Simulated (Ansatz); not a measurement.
input.yaml (Ansatz)

```yaml
crystal:
  lattice:
    - [5.503170226, 0.0, 0.0]
    - [0.0, 5.503170226, 0.0]
    - [0.0, 0.0, 5.503170226]
  atoms:
    - { symbol: Se, position: [0.0, 0.0, 1.0] }
    - { symbol: Se, position: [0.5, 0.5, 0.5] }
    - { symbol: Se, position: [0.25, 0.0, 0.5] }
    - { symbol: Se, position: [0.75, 1.0, 0.5] }
    - { symbol: Se, position: [0.5, 0.25, 1.0] }
    - { symbol: Se, position: [0.5, 0.75, 1.0] }
    - { symbol: Se, position: [0.0, 0.5, 0.25] }
    - { symbol: Se, position: [0.0, 0.5, 0.75] }
hamiltonian:
  xc: r2scan
  pseudopotentials:
    kind: paw
    azcp:
      Se: "pseudopotentials/Se.paw.azcp"
basis:
  ecutwfc: 500
  fft_grid_basis: typed
kpoints:
  mp_grid: { grid: [6, 6, 6], shift: [0, 0, 0] }
magnetization:
  spin_polarized: false
scf:
  occupations: { method: fermi_dirac, width: 0.1 }
```

Output

```
Engine: ansatz 0.2.0, x86_64-unknown-linux-gnu
Pseudopotentials: kind: paw
Pseudopotential: Se, paw, valence charge 16, recommended cutoff 500 eV (meta_gga) 
Functional definition: r2SCAN
  parameter k0 = 0.174
  parameter k1 = 0.065
  parameter a1 = 4.9479
  exchange = r2scan_x(k0 = k0, k1 = k1, a1 = a1)
  correlation = r2scan_c
Crystal: 8 atoms, lattice volume = 166.663 Å³
Basis set: ecut = 500 eV, 4169 PW (Γ), exchange–correlation on 180×180×180 points (64 copies of the dense FFT grid, shifted against one another)
Bands: 72, of which v1, the nominal top of the filled ones, is band 64 counted from 1 (63 counted from 0)
Symmetry: 48 space group operations
Space group: Pm-3n (ITA 223), of the structure as read, at distance tolerance 5.5e-5 Å
k-points: 20 of 216
Non-local potential: Se, projectors of the file, l = 0: 2, l = 1: 2, l = 2: 3, l = 3: 1
PAW form: soft (Blöchl's): semilocal exchange-correlation on the pseudo side does not see the compensation charge
PAW frozen core: Se, regenerated for the run's functional (the file was generated under x = pbe(κ = 0.804, μ = 0.2195149727645171), c = pbe(β = 0.06672455060314922))
PAW one-centre angular grid: Se, 590 points (default); XC on 160 Gauss nodes
Initial density: superposition of atomic densities (neutral atoms: chi_scale 0, normalization atom), corrected by the library's trained network
Initial wavefunctions: pseudopotential atomic-orbital guess
Functional: x = r2scan, c = r2scan; τ floored in thin density (d = 2e-4 eV/Å³)
SCF iter   1: F=—  HF=-43817.762681 eV  |F-HF|=—  |Δ(HF+E_count)|=         —  Δρ=4.77e-3  dr2=4.99e-2  dr2_τ=1.16e-2  ethr=1.77e-3  ⟨swp⟩=6.1  Hψ=10525  notcnv=0  defer=39
automatic band count: the SCF goes on with 80 bands, as 72 were too few: the levels above may hold too much charge
SCF iter   2: F=—  HF=-43817.816494 eV  |F-HF|=—  |Δ(HF+E_count)|=   5.38e-2  Δρ=2.41e-3  dr2=6.47e-3  dr2_τ=4.96e-4  ethr=3.90e-5  ⟨swp⟩=2.0  Hψ=3137  notcnv=0  defer=69
SCF iter   3: F=—  HF=-43817.819743 eV  |F-HF|=—  |Δ(HF+E_count)|=   3.25e-3  Δρ=1.34e-3  dr2=2.24e-3  dr2_τ=7.28e-5  ethr=5.06e-6  ⟨swp⟩=2.1  Hψ=2671  notcnv=0  defer=69
SCF iter   4: F=—  HF=-43817.821206 eV  |F-HF|=—  |Δ(HF+E_count)|=   1.46e-3  Δρ=4.28e-4  dr2=4.12e-4  dr2_τ=9.31e-6  ethr=1.75e-6  ⟨swp⟩=2.0  Hψ=2023  notcnv=0  defer=69
SCF iter   5: F=—  HF=-43817.821330 eV  |F-HF|=—  |Δ(HF+E_count)|=   1.24e-4  Δρ=1.24e-4  dr2=2.46e-5  dr2_τ=1.13e-6  ethr=3.22e-7  ⟨swp⟩=2.0  Hψ=2820  notcnv=0  defer=69
SCF iter   6: F=—  HF=-43817.821323 eV  |F-HF|=—  |Δ(HF+E_count)|=   6.99e-6  Δρ=6.32e-5  dr2=5.87e-6  dr2_τ=7.04e-8  ethr=1.92e-8  ⟨swp⟩=2.0  Hψ=2829  notcnv=0  defer=69
SCF iter   7: F=—  HF=-43817.821325 eV  |F-HF|=—  |Δ(HF+E_count)|=   1.93e-6  Δρ=1.37e-5  dr2=2.44e-7  dr2_τ=5.96e-9  ethr=4.58e-9  ⟨swp⟩=2.0  Hψ=2039  notcnv=0  defer=69
SCF iter   8: F=-43817.821325 eV  HF=-43817.821325 eV  |F-HF|=8.05e-9  |Δ(HF+E_count)|=   2.57e-7  Δρ=3.32e-6  dr2=2.35e-8  dr2_τ=8.01e-10  ethr=7.81e-11  ⟨swp⟩=3.0  Hψ=3410  notcnv=0
SCF 1 converged in 8 iterations: F = -43817.821325 eV  dr2 = 2.35e-8
SCF converged after 8 iterations
Free energy (F): -43817.821325 eV
Harris-Foulkes:  -43817.821325 eV  (|F-HF|=8.05e-9)
Internal energy: -43817.526697 eV  (E = F + TS)
E sigma→0 (E₀):  -43817.674011 eV
Entropy (-TS):   -0.294628 eV (-36.829 meV/atom)
Fermi energy:    10.395514 eV
--- Per-component energies (eV) ---
  E_band       = -2911.552143
  E_kinetic    = 933.354108
  E_local      = -16779.425784  (includes V_loc(G=0)·N_el)
  E_nonlocal   = -4748.926953
  E_hartree    = 8419.079567
  E_xc         = -776.210551
  E_vxc        = -833.901191  (∫ρ·V_xc dr)
  E_paw        = -15408.638710  (= ΣΔE_a)
  E_vpaw       = 1637.353400  (= ΣTr[D̂ρ^β])
  E_aug_tail   = -0.001717  (compensation charges beyond the density's cutoff)
  E_vtau       = 41.834813  (kinetic-family band-sum trace: ∫τ·v_τ [+ j·A + Jᵃ·Aᵃ] dr)
  E_ewald      = -15442.638495
  E_core_change = -14.118162  (= ΣΔE_core)
  E_smearing   = -0.294628  (= −TS)
  E_closure    = -0.000000  (closes the sum)
  Σ components = -43817.821325   (vs F -43817.821325, Δ=0.00e0)
```
